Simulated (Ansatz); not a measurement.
Os:
```yaml
crystal:
  lattice:
    - [2.71577, 0.00000, 0.00000]
    - [-1.35789, 2.35193, 0.00000]
    - [0.00000, 0.00000, 4.28979]
  atoms:
    - { symbol: Os, position: [0.33333, 0.66667, 0.25000] }
    - { symbol: Os, position: [0.66667, 0.33333, 0.75000] }
```

Relaxed with plane-wave PAW LDA (Ansatz code). Indices refer to the conventional cell of P6_3/mmc, a = 2.7158 Å, b = 2.7158 Å, c = 4.2898 Å, α = 90.00°, β = 90.00°, γ = 120.00°.

Question: Simulate the powder diffraction pattern (neutron, λ = 1.5401 Å; lines above 1 %) up to 2θ = 90°.

Answer: Simulated powder pattern, neutron, λ = 1.5401 Å (kinematic, ideal powder, no thermal factors, coherent scattering alone; the 30 strongest lines at most, above 1 %, up to 2θ = 90°):

| 2θ (°) | d (Å) | I/Imax (%) | hkl |
|---|---|---|---|
| 38.22 | 2.352 | 21 | (1 0 -1 0) |
| 42.08 | 2.145 | 24 | (0002) |
| 43.85 | 2.062 | 100 | (1 0 -1 1) |
| 58.14 | 1.585 | 21 | (1 0 -1 2) |
| 69.10 | 1.358 | 33 | (1 1 -2 0) |
| 78.14 | 1.222 | 42 | (1 0 -1 3) |
| 81.81 | 1.176 | 6.7 | (2 0 -2 0) |
| 84.32 | 1.147 | 52 | (1 1 -2 2) |
| 85.53 | 1.134 | 38 | (2 0 -2 1) |

Symmetry was held in the LDA relaxation. No spin polarisation was allowed. Axis ratios of metals converge slowly with the k-mesh, so a and c are less sure than the volume. Scalar-relativistic: spin–orbit coupling is off unless named, which matters more the heavier the elements.

Potentials: the earlier of the program's two PAW sets. The files were generated under PBE; for other functionals the program regenerates the frozen cores, and for LDA and PBEsol the local potential too.
